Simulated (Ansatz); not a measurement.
Formation energies in the Li–O system, lowest calculated structure of each composition. Calculation: PBEsol (plane waves to 420 eV, PAW, scalar-relativistic; Ansatz, an electronic-structure program). Element references, the lowest calculated here: Li (Fm-3m, not the ambient form), O (C2/m, ferromagnetic, forced by one molecule a cell; α-O2 is antiferromagnetic); gases are represented by their molecular solids.

```
phase   x(O)  space group  E_f (eV/atom)
-----  -----  -----------  -------------
Li     0.000        Fm-3m           0.00
Li2O   0.333        Fm-3m          -1.86
Li2O2  0.500      P6₃/mmc          -1.45
O      1.000         C2/m           0.00
```

**Question.** Construct the convex hull: which compounds lie on it, and how far above it are the others?

**Answer.** On the hull: Li2O2, Li2O. 

**Question.** Work out the energy of Li2O against the hull of the other phases.

**Answer.** At x(O) = 0.333 the tie line joins Li and Li2O2; the lever rule gives atom fractions 0.33 and 0.67. The mixture has E_f = 0.33 × (0.00) + 0.67 × (-1.45) = -0.97 eV/atom, and Li2O has -1.86. So Li2O → Li + 0.5 Li2O2 costs 0.89 eV/atom: Li2O is stable against it.

This is the hull of the energies calculated here, no anion corrections; phases that were not calculated are missing from it. Values are rounded to 0.01 eV/atom. The compounds carry no spin polarisation.
